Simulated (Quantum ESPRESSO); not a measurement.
## Band energies of Cs$_{2}$PtBr$_{6}$

```
Cs2PtBr6
1.0
    0.00000     5.40780     5.40780
    5.40780     0.00000     5.40780
    5.40780     5.40780     0.00000
Br Cs Pt
6 2 1
Direct
  0.76923   0.23077   0.76923
  0.23077   0.76923   0.23077
  0.76923   0.23077   0.23077
  0.23077   0.76923   0.76923
  0.76923   0.76923   0.23077
  0.23077   0.23077   0.76923
  0.75000   0.75000   0.75000
  0.25000   0.25000   0.25000
  0.00000   0.00000   0.00000
```

norm-conserving PBEsol (Quantum ESPRESSO, 84 Ry, no spin-orbit coupling); path ΓXWKΓLUWLK,UX; energies in eV from the valence-band maximum.

```
k (1/Å)  point  band 35  band 36  band 37  band 38  band 39  band 40  band 41  band 42
-------  -----  -------  -------  -------  -------  -------  -------  -------  -------
0.00         Γ    -0.38    -0.38     0.00     0.00     0.00     2.22     2.22     4.41
0.29              -0.30    -0.30    -0.25    -0.25    -0.01     1.75     2.21     5.25
0.58         X    -0.62    -0.62    -0.19    -0.19    -0.02     1.29     2.21     6.10
0.58         W    -0.40    -0.40    -0.24    -0.24    -0.20     1.55     2.01     6.18
0.79         K    -0.52    -0.50    -0.24    -0.21    -0.15     1.51     2.07     6.13
0.99              -0.35    -0.33    -0.33    -0.30    -0.20     1.88     1.94     5.73
1.20              -0.41    -0.34    -0.15    -0.11    -0.06     2.06     2.14     4.86
1.40         Γ    -0.38    -0.38     0.00     0.00     0.00     2.22     2.22     4.41
1.57              -0.38    -0.38    -0.09    -0.09    -0.05     2.14     2.14     4.72
1.74              -0.37    -0.37    -0.27    -0.27    -0.16     2.00     2.00     5.39
1.91         L    -0.40    -0.40    -0.36    -0.36    -0.23     1.94     1.94     5.84
2.08              -0.43    -0.39    -0.31    -0.26    -0.24     1.77     1.98     5.97
2.26         U    -0.52    -0.50    -0.24    -0.21    -0.15     1.51     2.07     6.13
2.26         W    -0.40    -0.40    -0.24    -0.24    -0.20     1.55     2.01     6.18
2.40              -0.40    -0.38    -0.27    -0.24    -0.22     1.64     2.00     6.09
2.54              -0.42    -0.36    -0.35    -0.28    -0.25     1.84     1.96     5.92
2.67         L    -0.40    -0.40    -0.36    -0.36    -0.23     1.94     1.94     5.84
2.79              -0.40    -0.39    -0.34    -0.30    -0.24     1.86     1.96     5.90
2.91              -0.46    -0.42    -0.28    -0.24    -0.22     1.67     2.00     6.04
3.03         K    -0.52    -0.50    -0.24    -0.21    -0.15     1.51     2.07     6.13
3.03         U    -0.52    -0.50    -0.24    -0.21    -0.15     1.51     2.07     6.13
3.23         X    -0.62    -0.62    -0.19    -0.19    -0.02     1.29     2.21     6.10
```

The PBEsol gap is indirect, 1.29 eV, from Γ to X; the smallest direct gap is 1.31 eV.

Without spin-orbit coupling, band edges of such heavy elements can be off by tenths of an eV.

Geometry of the Materials Project entry, not relaxed at this level.

The structure is a Materials Project entry; no match was found in the copy of COD used, and its stability was not checked.
